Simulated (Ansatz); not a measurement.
## Property card for YMnO₃

YMnO3:
```
CELL_PARAMETERS angstrom
      5.81976     0.00000     0.00000
      0.00000     7.37305     0.00000
      0.00000     0.00000     5.26799
ATOMIC_POSITIONS crystal
  Y  0.41663 0.25000 0.98207
  Y  0.91663 0.25000 0.51793
  Y  0.58337 0.75000 0.01793
  Y  0.08337 0.75000 0.48207
  Mn 0.00000 0.00000 0.00000
  Mn 0.50000 0.50000 0.50000
  Mn 0.00000 0.50000 0.00000
  Mn 0.50000 0.00000 0.50000
  O  0.03808 0.25000 0.11289
  O  0.53808 0.25000 0.38711
  O  0.96192 0.75000 0.88711
  O  0.46192 0.75000 0.61289
  O  0.32600 0.55379 0.20206
  O  0.82600 0.94621 0.29794
  O  0.67400 0.05379 0.79794
  O  0.17400 0.44621 0.70206
  O  0.67400 0.44621 0.79794
  O  0.17400 0.05379 0.70206
  O  0.32600 0.94621 0.20206
  O  0.82600 0.55379 0.29794
```
The run is spin-polarised; directions of the spins, atom by atom: 0 0 0 0 ↑ ↑ ↑ ↑ 0 0 0 0 0 0 0 0 0 0 0 0.

Space group Pnma (No. 62); conventional cell a = 5.8198 Å, b = 7.3731 Å, c = 5.2680 Å, α = β = γ = 90.00°.

Method: the program Ansatz at the r²SCAN level (PAW). Structure relaxed to zero pressure with the same functional. Other levels are named where they apply.

**Cell and energy**

```yaml
volume_per_atom: 11.30 Å³
density: 5.64 g/cm³
Formation energy from the elements (no fitted shifts): -3014 meV/atom
```

**Electronic structure**

```yaml
band_gap: 0.23 eV (smallest direct gap 0.24 eV)
valence_band_maximum: on the Γ–Z line, 40 % of the way from Γ (k = 0.000, 0.000, 0.198 in fractions of the reciprocal vectors)
conduction_band_minimum: on the Γ–Z line, 54 % of the way from Γ (k = 0.000, 0.000, 0.271 in fractions of the reciprocal vectors) (2 equivalent valleys)
electron_effective_mass: 0.72, 2.0, 3.9 mₑ (principal values)
hole_effective_mass: 1.9, 2.5, 3.3 mₑ (principal values)
```

**Magnetism**

```yaml
magnetic_order: ferromagnetic
net_moment: 0.80 μB per atom
```

**Mechanics**

```yaml
Bulk modulus (Birch–Murnaghan fit): 160 GPa
Pressure derivative B′: 4.9
Elastic constants (relaxed ions, GPa): C11 = 224, C22 = 304, C33 = 274, C12 = 154, C13 = 108, C23 = 129, C44 = 83.5, C55 = 80.5, C66 = 101
mechanical_stability: stable (all eigenvalues of C positive)
hill_bulk_and_shear_moduli: 173 and 78.4 GPa
Young's modulus: 204 GPa
Poisson's ratio: 0.30
debye_temperature_from_the_elastic_constants: 553 K
```

**Charges**

```yaml
bader_charges: Y +2.24, Mn +1.77, O -1.35 to -1.32 e
```

A made-up cell: these elements were put on the sites of a structure type; the Crystallography Open Database copy checked does not list it. COD files the formula under space group No. 185, 194. Whether it is the stable phase at ambient conditions was not checked. The r²SCAN relaxation kept the symmetry of its start; whether a distortion lowers the energy is not shown. Spin order of the final state: ferromagnetic, chosen from 2 collinear starts compared on coarse meshes (ties went to the first, and starts can fall back to one state), not a proven ground state. The program gave a warning on the electronic state, which may not be the lowest. No Hubbard U is applied. The references are the lowest solids computed at this level, not always the standard phases (solids in place of the gases). The manganese reference at this level is a Cmcm phase, not α-Mn. Spin–orbit coupling is left out wherever it is not named.

Potentials: the later of the program's two PAW sets.
